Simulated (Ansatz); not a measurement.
Au (fcc (Cu type)), relaxed and computed with several functionals in Ansatz (plane waves, PAW).

| functional | a (Å) |
|---|---|
| PBEsol | 4.082 |
| r²SCAN+D4 | 4.108 |
| LDA | 4.046 |
| PBE+D3(BJ) | 4.102 |
| r²SCAN | 4.124 |
| PBE | 4.157 |

All cells were relaxed under the symmetry of their starts (and spin orders); stability against distortions was not tested throughout. Scalar-relativistic: spin–orbit coupling is off unless named, which matters more the heavier the elements.

Potentials: the earlier of the program's two PAW sets. The files were generated under PBE; for other functionals the program regenerates the frozen cores, and for LDA and PBEsol the local potential too.

Ansatz (an electronic-structure program) is a plane-wave DFT program.
